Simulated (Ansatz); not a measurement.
AlNi:
```
CELL_PARAMETERS angstrom
      2.86238     0.00000     0.00000
      0.00000     2.86238     0.00000
      0.00000     0.00000     2.86238
ATOMIC_POSITIONS crystal
  Al 0.00000 0.00000 0.00000
  Ni 0.50000 0.50000 0.50000
```

This is the PBEsol-relaxed structure.

Task: All from the program Ansatz at the PBEsol level (PAW), unless another level is named. Give the bulk modulus (Birch–Murnaghan fit).

Result: 173 GPa.

Task: And the highest zone-centre frequency?

Result: 302 cm⁻¹.

Space group Pm-3m (CsCl type). The cell was relaxed with PBEsol under the symmetry of its start; of distortions, only those at the zone centre were tested. The run is not spin-polarised. As this level gives no gap, phonon frequencies hold no LO–TO term and depend on the k-mesh and smearing (Fermi–Dirac, 0.1 eV here).

Potentials: the later of the program's two PAW sets.
